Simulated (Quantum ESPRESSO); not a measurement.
PtCuTi4AlTa, finding a planted mistake in a log

Simulated, not a measurement. The program is pw.x of Quantum ESPRESSO 7.5 (plane-wave density functional theory). The cell is made up: eight metal atoms on a face-centred cubic lattice, with elements, volume, strain and displacements drawn at random and not relaxed, so it may be unstable or far from any real phase. PseudoDojo standard norm-conserving files set the functional (PBE unless stated); there is no spin polarisation or spin-orbit coupling, the Fermi-Dirac width of 0.25 eV means electrons at about 2900 K, and the masses in the input are unused placeholders. The copper pseudopotential is less sure than most, with forces differing by about three percent and pressure by about two GPa from a second method on plain copper. Heavy elements are run without spin-orbit coupling, which real alloys of them have. A spin test at this wide smearing found no moment, but such smearing suppresses magnetism that the real alloy may have.

Intended input:

```
&control calculation='scf', pseudo_dir='./dojo.nc.sr.pbe.v0_5.standard.upf', outdir='./o', disk_io='minimal', tprnfor=.true., tstress=.true. /
&system ibrav=0, nat=8, ntyp=5, nbnd=67, ecutwfc=92.02030273, nosym=.true., tot_charge=0,
 occupations='smearing', smearing='fd', degauss=0.0183746611
/
&electrons conv_thr=1.470e-08, electron_maxstep=70, mixing_beta=0.5 /
ATOMIC_SPECIES
Al 1.0 Al.upf
Cu 1.0 Cu.upf
Pt 1.0 Pt.upf
Ta 1.0 Ta.upf
Ti 1.0 Ti.upf
CELL_PARAMETERS angstrom
2.061 4.2268 2.1093
2.0513 -4.1937 2.0527
4.0969 -0.0234 -4.1466
ATOMIC_POSITIONS angstrom
Pt 0.0061 0.0496 -0.0511
Cu 2.0294 -0.0762 -2.0174
Ti 2.1016 -2.2122 -0.0457
Ti 4.0137 -2.1533 -1.9252
Ti 2.0205 2.1939 -0.0386
Ti 4.0275 2.0489 -2.1263
Al 2.0515 0.0106 2.1204
Ta 4.0216 0.0989 -0.0047
K_POINTS automatic
5 5 4 1 1 1
```

The log is shortened where brackets say so; the opening notice, blank lines, dates and the lines on written files are dropped, and the path of the files is cut. It prints rydbergs, bohrs and kilobars, and counts compression as positive stress. Its total energy is the free energy E - TS of the whole cell.

Log of the intended run:

```
     Program PWSCF v.7.5
     Parallel version (MPI & OpenMP), running on       4 processor cores
     Number of MPI processes:                 4
     Threads/MPI process:                     1
     [start-up lines left out]
     bravais-lattice index     =            0
     lattice parameter (alat)  =       9.7395  a.u.
     unit-cell volume          =     968.9051 (a.u.)^3
     number of atoms/cell      =            8
     number of atomic types    =            5
     number of electrons       =       101.00
     number of Kohn-Sham states=           67
     kinetic-energy cutoff     =      92.0203  Ry
     charge density cutoff     =     368.0812  Ry
     scf convergence threshold =      1.5E-08
     mixing beta               =       0.5000
     number of iterations used =            8  plain     mixing
     Exchange-correlation= PBE
                           (   1   4   3   4   0   0   0)
     [axes and pseudopotential details left out]
   Cartesian axes
     site n.     atom                  positions (alat units)
         1        Pt     tau(   1) = (   0.0011836   0.0096238  -0.0099148  )
         2        Cu     tau(   2) = (   0.3937599  -0.0147849  -0.3914316  )
         3        Ti     tau(   3) = (   0.4077687  -0.4292282  -0.0088671  )
         4        Ti     tau(   4) = (   0.7787692  -0.4178000  -0.3735422  )
         5        Ti     tau(   5) = (   0.3920331   0.4256775  -0.0074895  )
         6        Ti     tau(   6) = (   0.7814468   0.3975435  -0.4125612  )
         7        Al     tau(   7) = (   0.3980479   0.0020567   0.4114164  )
         8        Ta     tau(   8) = (   0.7803020   0.0191893  -0.0009119  )
     number of k points=    50  Fermi-Dirac smearing, width (Ry)=  0.0184
                       cart. coord. in units 2pi/alat
        k(    1) = (   0.2039557  -0.0005451   0.0461489), wk =   0.0400000
        k(    2) = (   0.3612012   0.0003181  -0.1092258), wk =   0.0400000
     [further k points left out]
     Dense  grid:   115559 G-vectors     FFT dimensions: (  60,  60,  72)
     Estimated max dynamical RAM per process >     403.12 MB
     Estimated total dynamical RAM >       1.49 GB
     Initial potential from superposition of free atoms
     starting charge     100.9898, renormalised to     101.0000
     Starting wfcs are   74 randomized atomic wfcs
     total cpu time spent up to now is        5.9 secs
     per-process dynamical memory:   312.9 Mb
     Self-consistent Calculation
     iteration #  1     ecut=    92.02 Ry     beta= 0.50
     Davidson diagonalization with overlap
     ethr =  1.00E-02,  avg # of iterations =  2.4
     total cpu time spent up to now is       18.5 secs
     total energy              =   -1237.92029540 Ry
     estimated scf accuracy    <      18.05866070 Ry
     iteration #  2     ecut=    92.02 Ry     beta= 0.50
     Davidson diagonalization with overlap
     ethr =  1.00E-02,  avg # of iterations =  3.1
     total cpu time spent up to now is       32.4 secs
     total energy              =   -1248.39554378 Ry
     estimated scf accuracy    <      44.69253368 Ry
     [iterations 3 to 20 left out]
     iteration # 21     ecut=    92.02 Ry     beta= 0.50
     Davidson diagonalization with overlap
     ethr =  3.04E-11,  avg # of iterations =  5.5
     total cpu time spent up to now is      280.2 secs
     total energy              =   -1250.26544269 Ry
     estimated scf accuracy    <       0.00000005 Ry
     iteration # 22     ecut=    92.02 Ry     beta= 0.50
     Davidson diagonalization with overlap
     ethr =  3.04E-11,  avg # of iterations =  2.0
     total cpu time spent up to now is      291.8 secs
     End of self-consistent calculation
     [lines on levels left out]
!    total energy              =   -1250.26544270 Ry
     estimated scf accuracy    <          1.2E-09 Ry
     smearing contrib. (-TS)   =      -0.15034570 Ry
     internal energy E=F+TS    =   -1250.11509700 Ry
     The total energy is F=E-TS. E is the sum of the following terms:
     one-electron contribution =    -626.56587771 Ry
     hartree contribution      =     348.51843102 Ry
     xc contribution           =    -195.26059354 Ry
     ewald contribution        =    -776.80705677 Ry
     convergence has been achieved in  22 iterations
     Forces acting on atoms (cartesian axes, Ry/au):
     atom    1 type  3   force =    -0.00097052    0.00141395    0.00865785
     atom    2 type  2   force =    -0.00008949    0.00177716   -0.00777346
     atom    3 type  5   force =    -0.02224386    0.01204509    0.01968972
     atom    4 type  5   force =     0.01052424    0.00296758   -0.03533026
     atom    5 type  5   force =     0.01101122   -0.00674470    0.00445596
     atom    6 type  5   force =     0.00987310    0.00639828    0.02119072
     atom    7 type  1   force =    -0.01084038    0.00577726   -0.00521714
     atom    8 type  4   force =     0.00273568   -0.02363462   -0.00567340
     Total force =     0.063932     Total SCF correction =     0.000078
     Computing stress (Cartesian axis) and pressure
          total   stress  (Ry/bohr**3)                   (kbar)     P=     -103.14
  -0.00060021   0.00000326  -0.00004151          -88.29        0.48       -6.11
   0.00000326  -0.00086703  -0.00004757            0.48     -127.54       -7.00
  -0.00004151  -0.00004757  -0.00063615           -6.11       -7.00      -93.58
     init_run     :      5.52s CPU      5.71s WALL (       1 calls)
     electrons    :    285.23s CPU    285.93s WALL (       1 calls)
     forces       :      2.26s CPU      2.28s WALL (       1 calls)
     stress       :      7.96s CPU      8.13s WALL (       1 calls)
     [timing details left out]
     PWSCF        :   5m 1.20s CPU   5m 2.32s WALL
     JOB DONE.
```

A second run was made from an input with one planted mistake. Its log:

```
     Program PWSCF v.7.5
     Parallel version (MPI & OpenMP), running on       4 processor cores
     Number of MPI processes:                 4
     Threads/MPI process:                     1
     [start-up lines left out]
     bravais-lattice index     =            0
     lattice parameter (alat)  =       9.7395  a.u.
     unit-cell volume          =     968.9051 (a.u.)^3
     number of atoms/cell      =            8
     number of atomic types    =            5
     number of electrons       =       101.00
     number of Kohn-Sham states=           67
     kinetic-energy cutoff     =      92.0203  Ry
     charge density cutoff     =     368.0812  Ry
     scf convergence threshold =      1.5E-08
     mixing beta               =       0.5000
     number of iterations used =            8  plain     mixing
     Exchange-correlation= PBE
                           (   1   4   3   4   0   0   0)
     [axes and pseudopotential details left out]
   Cartesian axes
     site n.     atom                  positions (alat units)
         1        Pt     tau(   1) = (   0.0011836   0.0096238  -0.0099148  )
         2        Cu     tau(   2) = (   0.3937599  -0.0147849  -0.3914316  )
         3        Ti     tau(   3) = (   0.4077687  -0.4292282  -0.0088671  )
         4        Ti     tau(   4) = (   0.7787692  -0.4178000  -0.3735422  )
         5        Ti     tau(   5) = (   0.3920331   0.4256775  -0.0074895  )
         6        Ti     tau(   6) = (   0.7484620   0.3975435  -0.4125612  )
         7        Al     tau(   7) = (   0.3980479   0.0020567   0.4114164  )
         8        Ta     tau(   8) = (   0.7803020   0.0191893  -0.0009119  )
     number of k points=    50  Fermi-Dirac smearing, width (Ry)=  0.0184
                       cart. coord. in units 2pi/alat
        k(    1) = (   0.2039557  -0.0005451   0.0461489), wk =   0.0400000
        k(    2) = (   0.3612012   0.0003181  -0.1092258), wk =   0.0400000
     [further k points left out]
     Dense  grid:   115559 G-vectors     FFT dimensions: (  60,  60,  72)
     Estimated max dynamical RAM per process >     403.12 MB
     Estimated total dynamical RAM >       1.49 GB
     Initial potential from superposition of free atoms
     starting charge     100.9898, renormalised to     101.0000
     Starting wfcs are   74 randomized atomic wfcs
     total cpu time spent up to now is        5.8 secs
     per-process dynamical memory:   312.9 Mb
     Self-consistent Calculation
     iteration #  1     ecut=    92.02 Ry     beta= 0.50
     Davidson diagonalization with overlap
     ethr =  1.00E-02,  avg # of iterations =  2.3
     total cpu time spent up to now is       18.2 secs
     total energy              =   -1238.01330547 Ry
     estimated scf accuracy    <      17.93834293 Ry
     iteration #  2     ecut=    92.02 Ry     beta= 0.50
     Davidson diagonalization with overlap
     ethr =  1.00E-02,  avg # of iterations =  3.1
     total cpu time spent up to now is       32.1 secs
     total energy              =   -1248.42900835 Ry
     estimated scf accuracy    <      44.24720072 Ry
     [iterations 3 to 18 left out]
     iteration # 19     ecut=    92.02 Ry     beta= 0.50
     Davidson diagonalization with overlap
     ethr =  1.28E-09,  avg # of iterations =  2.1
     total cpu time spent up to now is      243.2 secs
     total energy              =   -1250.25703230 Ry
     estimated scf accuracy    <       0.00000118 Ry
     iteration # 20     ecut=    92.02 Ry     beta= 0.50
     Davidson diagonalization with overlap
     ethr =  1.17E-09,  avg # of iterations =  1.0
     total cpu time spent up to now is      253.6 secs
     End of self-consistent calculation
     [lines on levels left out]
!    total energy              =   -1250.25703238 Ry
     estimated scf accuracy    <       0.00000001 Ry
     smearing contrib. (-TS)   =      -0.14922558 Ry
     internal energy E=F+TS    =   -1250.10780679 Ry
     The total energy is F=E-TS. E is the sum of the following terms:
     one-electron contribution =    -631.58440251 Ry
     hartree contribution      =     351.05780759 Ry
     xc contribution           =    -195.28702159 Ry
     ewald contribution        =    -774.29419028 Ry
     convergence has been achieved in  20 iterations
     Forces acting on atoms (cartesian axes, Ry/au):
     atom    1 type  3   force =    -0.00257616    0.00206994    0.00774526
     atom    2 type  2   force =    -0.00325808   -0.00039754   -0.00759678
     atom    3 type  5   force =    -0.01778764    0.01275001    0.02002623
     atom    4 type  5   force =    -0.00125605    0.00328673   -0.04827642
     atom    5 type  5   force =     0.00069135   -0.00825832    0.01454693
     atom    6 type  5   force =     0.04258620    0.00320881    0.02217328
     atom    7 type  1   force =    -0.01440194    0.00778939   -0.00545474
     atom    8 type  4   force =    -0.00399766   -0.02044903   -0.00316375
     Total force =     0.081855     Total SCF correction =     0.000269
     Computing stress (Cartesian axis) and pressure
          total   stress  (Ry/bohr**3)                   (kbar)     P=      -98.50
  -0.00057598   0.00001119  -0.00003405          -84.73        1.65       -5.01
   0.00001119  -0.00084441  -0.00004722            1.65     -124.22       -6.95
  -0.00003405  -0.00004722  -0.00058834           -5.01       -6.95      -86.55
     init_run     :      5.45s CPU      5.68s WALL (       1 calls)
     electrons    :    247.27s CPU    247.90s WALL (       1 calls)
     forces       :      2.11s CPU      2.13s WALL (       1 calls)
     stress       :      7.42s CPU      7.60s WALL (       1 calls)
     [timing details left out]
     PWSCF        :   4m22.37s CPU   4m23.45s WALL
     JOB DONE.
```

Question: the log repeats what the program read. Compare it with the intended run: what was wrong in the second input?

Answer: one coordinate of one atom is wrong. The input lines that differ:

```
- Ti 4.0275 2.0489 -2.1263
+ Ti 3.8575 2.0489 -2.1263
```

|  | intended run | run with the mistake |
| --- | --- | --- |
| free energy (eV) | -17010.728 | -17010.614 |
| entropy term -TS, part of it (eV) | -2.046 | -2.030 |
| pressure (GPa) | -10.31 | -9.85 |
| size of the largest force component (eV/Å) | 0.908 | 1.241 |
| largest change of a force component (eV/Å) |  | 0.841 |
| iterations | 22 | 20 |

For scale, a rerun of the intended cell at a higher cutoff and on a denser mesh moved values by no more than 0.003 eV in energy, 0.02 GPa in stress and 0.003 eV/Å in force, and a second program with other atomic files agreed on that cell to 2 % rms in force and 0.5 GPa in pressure.